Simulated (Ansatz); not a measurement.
**ZnSe2: strain energy, fitted**

ZnSe2, Pa-3, a = 6.239 Å. The structure is a Materials Project entry; whether it is the stable form wasn't checked. Ansatz: PBEsol, PAW, 420 eV, Γ-centred 6×6×6 mesh on 12 atoms, Gaussian smearing 0.02 eV; no spin polarisation. Series: biaxial strain in the a-b plane, c and atoms relaxed; x is the strain in per cent. y is the free energy over the unstrained cell, V0 = 20.240 Å³/atom.

```
x (%) y (meV/atom)
 -3.0             ?
 -1.5          2.68
  0.0          0.00
  1.5          2.28
  3.0          8.33
```

Problem. Fit y = c2 x² + c3 x³ to the other rows, turn c2 into a modulus, and predict the missing energy.

Solution. Least squares on the rows shown. y = 1.102 x² − 0.05897 x³. In eV per unit strain² c2 is 11.02; M is the biaxial modulus (E = M V0 ε²): 11.02 × 160.2 / (20.240) = 87 GPa. At x = -3.0 the fit asked for gives 11.51 meV/atom. The run gave 11.79 meV/atom, so the fit is 0.28 meV/atom too low, 2.4 % of the span of the series, against an rms of 0.003 meV/atom on the fitted rows. The row lies outside the fitted range. With a term in x⁴ added, a fit to the same known rows (none to spare) predicts 11.53 meV/atom, no real gain.